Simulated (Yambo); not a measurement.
Material: MgZn3S4 (space group Pm, No. 6); a = 6.3123 Å, b = 3.8545 Å, c = 6.6932 Å, α = γ = 90.00°, β = 90.05° (8 atoms in the cell). The geometry is that of Materials Project entry mp-1221971, symmetrised and not relaxed again.

With PBEsol (pw.x of Quantum ESPRESSO, ONCV potentials, without SOC), the gap between the mesh's edge points (Γ → Γ) is 2.238 eV.

### Question
What does a G0W0 run in Yambo give for it (2×4×2 Γ-centred k mesh, bands 17 to 194 and a 6 Ry block in the screening, 194 bands in G with the Bruneval-Gonze terminator, plasmon pole fitted at 27.2 eV)?

### Answer
The correction is 1.446 eV, giving 3.684 eV, 1.6 times the PBEsol value.  Nearest settings tried, and what they do to the gap: 135 bands in G: +6 meV; 135 bands in W, 135 bands in G: +43 meV; 5 Ry block (207 vectors against 277): -25 meV; 1×2×1 mesh: -284 meV. So the settings aren't converged at that level. 

The structure is a Materials Project entry; no match was found in the copy of COD used, and its stability was not checked.
